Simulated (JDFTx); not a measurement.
System: vinylidene fluoride, C2H2F2 (SMILES C=C(F)F), charge 0, multiplicity 1; geometry: optimised with GFN2-xTB in vacuum (no frequencies checked; largest PBE force component 0.6 eV/Å).

Level of theory: PBE, GBRV ultrasoft potentials, plane waves to 20/100 Ha; code: JDFTx (a modified build). Liquid: CANDLE, water, 1 M KCl. The liquid run sits in a periodic box with 4.5 Å from the outermost atoms to the faces; the vacuum run is isolated. The box matters at about 0.01 eV. The solvation energy is E(in liquid) − E(vacuum) at fixed geometry, with no thermal, conformational or standard-state terms added.

What does the calculation give for the solvation energy, its fluid terms and the levels?

The solvation energy is -0.4 kcal/mol and the part: cavitation term of the fluid comes out as 8.6 kcal/mol. The part: dispersion term of the fluid is -7.1 kcal/mol and the part: electrostatic term of the fluid is -2.4 kcal/mol. The part: distortion of the solute's electrons is 0.4 kcal/mol and the dipole moment in vacuum is 1.24 D. The dipole moment in the liquid is 1.73 D and the highest occupied level in vacuum (zero: vacuum level) is -6.62 eV. The highest occupied level in the liquid (zero: bulk electrolyte) is -6.39 eV.
